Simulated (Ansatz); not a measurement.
Ag:
```yaml
crystal:
  lattice:
    - [5.38838, 0.00000, 0.00000]
    - [-2.69419, 4.66647, 0.00000]
    - [0.00000, 0.00000, 5.26108]
  atoms:
    - { symbol: Ag, position: [0.00000, 0.00000, 0.25272] }
    - { symbol: Ag, position: [0.00000, 0.00000, 0.74728] }
    - { symbol: Ag, position: [0.33333, 0.66667, 0.50000] }
    - { symbol: Ag, position: [0.66667, 0.33333, 0.50000] }
    - { symbol: Ag, position: [0.00000, 0.50000, 0.00000] }
    - { symbol: Ag, position: [0.50000, 0.00000, 0.00000] }
    - { symbol: Ag, position: [0.50000, 0.50000, 0.00000] }
```

Relaxed with PBE. Special points in fractions of this cell's reciprocal vectors: Γ (0.000, 0.000, 0.000); M (0.500, 0.000, 0.000); K (0.333, 0.333, 0.000); A (0.000, 0.000, 0.500); L (0.500, 0.000, 0.500); H (0.333, 0.333, 0.500).

### Question
List the band energies nearest the Fermi level at these points for PBE with spin–orbit coupling (plane waves, PAW; program Ansatz).

### Answer
In eV from the Fermi level; about four levels below and three above (degenerate sets whole), none deeper than 8.9 eV; points with the same levels are listed once.

| k | below | above |
|---|---|---|
| Γ | -2.72 -2.72 -2.27 -2.27 | 0.21 0.21 0.87 0.87 |
| M | -2.90 -2.90 -2.53 -2.53 | 0.08 0.08 0.60 0.60 |
| K | -2.68 -2.68 -2.52 -2.52 | 1.50 1.50 2.67 2.67 2.67 2.67 |
| A | -2.64 -2.64 -2.28 -2.28 | 0.89 0.89 2.39 2.39 |
| L | -1.89 -1.89 -1.83 -1.83 | 0.84 0.84 1.40 1.40 |
| H | -1.21 -1.21 -1.18 -1.18 | 5.68 5.68 5.96 5.96 |

Space group P6/mmm. The start of the workflow was typed in or built on a structure type; neither database checked (COD, Materials Project) lists it. It is not the phase usual at ambient conditions (space group No. 225). The cell was relaxed with PBE under the symmetry of its start; its stability against distortions is not shown here. The run is not spin-polarised.

Potentials: the earlier of the program's two PAW sets.
